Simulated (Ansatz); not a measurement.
Here is the system:

AgCl (rock salt)

```
CELL_PARAMETERS angstrom
      0.00000     5.61150     5.61150
      2.80575     0.00000     2.80575
      2.80575     2.80575     0.00000
ATOMIC_POSITIONS crystal
  Cl 0.00000 0.00000 0.00000
  Cl 0.50000 0.00000 0.00000
  Ag 0.25000 0.50000 0.50000
  Ag 0.75000 0.50000 0.50000
```

The atoms are displaced by Q × the pattern below (from a DFPT mode at L = (0.5, 0.0, 0.0), largest move 1; Q in Å), at fixed cell. It is one choice among 2 degenerate patterns. (q is in reciprocal vectors of the primitive cell; the cell shown is doubled to hold the pattern.)

| atom | x | y | z |
|---|---|---|---|
| Cl1 | -0.285 | 0.520 | -0.805 |
| Cl2 | 0.285 | -0.520 | 0.805 |

Atoms not listed stay in place.

All values below come from PBE (plane waves to 420 eV, PAW, scalar-relativistic; Ansatz, a quantum-chemistry and plane-wave program). k mesh 5×10×10 (Γ-centred), Fermi-Dirac smearing 0.05 eV. Energies are smeared free energies. AgCl was relaxed with its symmetry unable to fall. The zero of ΔE is the undisplaced structure.

The scan covers Q from -0.180 to 0.180 Å in 13 points.

Question: Which space group does the distorted structure have?

Answer: P-1 (No. 2), lowered from Fm-3m.

Question: What is the energy change at Q = 0.180 Å?

Answer: 2.7 meV/cell.

Question: What harmonic wavenumber does the curvature at Q = 0 give?

Answer: 16 cm⁻¹.

(A displaced cell: forces are minus the slopes of the energy, force constants its curvatures, and phonons follow from these.)
